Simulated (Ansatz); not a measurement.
Ge (diamond)

```
Ge
1.0
    0.00000     2.83720     2.83720
    2.83720     0.00000     2.83720
    2.83720     2.83720     0.00000
Ge
2
Cartesian
  2.83720   2.83720   2.83720
  4.25579   4.25579   4.25579
```

The volume is varied about the relaxed value V₀ at fixed cell shape. Symmetry pins the atoms to their sites.

All values below come from r2SCAN (plane waves to 500 eV, PAW, scalar-relativistic; Ansatz, a quantum-chemistry and plane-wave program). k mesh 11×11×11 (Γ-centred), Fermi-Dirac smearing 0.05 eV. Energies are smeared free energies. Compression counts positive. Ge was relaxed with its symmetry unable to fall. ΔE is measured from the relaxed starting cell. The last digit holds for this mesh only.

```csv
V (Å³/atom),ΔE (meV/atom)
19.184,withheld
20.098,93.7
21.011,38.4
21.925,8.9
22.839,0.0
23.752,7.3
24.666,27.5
25.579,57.9
26.493,96.2
```

### Question
Fit a third-order Birch-Murnaghan form (E₀, V₀, B₀, B₀′ free) to the given rows and predict ΔE at V = 19.184.

### Answer
Least squares on the 8 given rows: ΔE = E₀ + (9V₀B₀/16)·y²·[2 + (B₀′ − 4)y], y = (V₀/V)^(2/3) − 1, with V₀ = 22.848 Å³/atom, B₀ = 70.70 GPa (160.2 GPa = 1 eV/Å³; the term in eV is multiplied by 1000), B₀′ = 4.83, E₀ = 0.01 meV/atom; root-mean-square residual 0.03 meV/atom. At 19.184 the fit gives 182.1 meV/atom; the calculation gives 181.6 meV/atom, so the extrapolation is off by 0.5 (+0.3 %). For the pressure the fit gives 18.9 GPa against the computed 18.7 GPa.

(Under strain, the slope of the energy per volume gives the stress and its curvature an elastic modulus.)
